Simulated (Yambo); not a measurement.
Absorption of Sr2MgWO6 (space group I4/m, No. 87) with and without the electron-hole interaction (Yambo, PBEsol bands; 4×4×4 mesh, 16 valence and 7 conduction bands, static screening with 86 bands and a 3 Ry block, scissor 1.97 eV, Tamm-Dancoff; field along x). Axes are Cartesian, with cell vectors (Å) (-2.79, 2.79, 3.99), (2.79, -2.79, 3.99), (2.79, 2.79, -3.99).

| E (eV) | Im ε, BSE | Im ε, independent quasiparticles |
|---|---|---|
| 3.05 | 0.08 | 0.06 |
| 3.15 | 0.09 | 0.07 |
| 3.25 | 0.10 | 0.07 |
| 3.35 | 0.11 | 0.08 |
| 3.45 | 0.12 | 0.08 |
| 3.55 | 0.14 | 0.09 |
| 3.65 | 0.15 | 0.09 |
| 3.75 | 0.18 | 0.10 |
| 3.85 | 0.20 | 0.11 |
| 3.95 | 0.24 | 0.12 |
| 4.05 | 0.30 | 0.13 |
| 4.15 | 0.38 | 0.14 |
| 4.25 | 0.50 | 0.16 |
| 4.35 | 0.72 | 0.17 |
| 4.45 | 1.14 | 0.20 |
| 4.55 | 1.98 | 0.22 |
| 4.65 | 3.02 | 0.25 |
| 4.75 | 2.64 | 0.29 |
| 4.85 | 2.05 | 0.35 |
| 4.95 | 2.15 | 0.42 |
| 5.05 | 2.66 | 0.53 |
| 5.15 | 3.29 | 0.68 |
| 5.25 | 3.86 | 0.93 |
| 5.35 | 4.07 | 1.40 |
| 5.45 | 3.96 | 2.18 |
| 5.55 | 3.72 | 2.95 |
| 5.65 | 3.56 | 3.78 |
| 5.75 | 2.91 | 5.08 |
| 5.85 | 2.17 | 6.48 |
| 5.95 | 1.77 | 7.15 |
| 6.05 | 1.61 | 6.66 |
| 6.15 | 1.53 | 6.22 |
| 6.25 | 1.46 | 5.71 |
| 6.35 | 1.39 | 5.03 |
| 6.45 | 1.41 | 4.51 |
| 6.55 | 1.58 | 4.26 |
| 6.65 | 1.96 | 4.36 |
| 6.75 | 2.56 | 4.64 |
| 6.85 | 3.18 | 5.20 |
| 6.95 | 3.34 | 5.44 |
| 7.05 | 2.98 | 5.13 |
| 7.15 | 2.60 | 4.54 |
| 7.25 | 2.52 | 3.83 |
| 7.35 | 2.48 | 3.18 |
| 7.45 | 2.69 | 2.57 |
| 7.55 | 3.14 | 2.33 |
| 7.65 | 3.26 | 2.21 |
| 7.75 | 2.82 | 2.09 |
| 7.85 | 2.56 | 2.16 |
| 7.95 | 2.47 | 2.07 |
| 8.05 | 2.48 | 1.78 |
| 8.15 | 2.83 | 1.57 |
| 8.25 | 3.11 | 1.41 |
| 8.35 | 3.49 | 1.24 |
| 8.45 | 3.72 | 1.09 |
| 8.55 | 3.78 | 1.04 |
| 8.65 | 4.17 | 1.12 |
| 8.75 | 5.06 | 1.19 |
| 8.85 | 5.45 | 1.29 |
| 8.95 | 4.61 | 1.42 |

The scissor comes from a G0W0 run whose convergence isn't established. Broadening 0.15 eV. The band window holds all transitions up to 9.0 eV. Fine structure above the onset can come from the mesh.

Spin-orbit coupling is left out, which matters for elements this heavy: edges can move by tenths of an eV.

Geometry of the Materials Project entry, not relaxed at this level; primitive cell a = b = c = 5.6095 Å, α = β = 120.38°, γ = 89.34°.

The structure is a Materials Project entry; no match was found in the copy of COD used, and its stability was not checked.
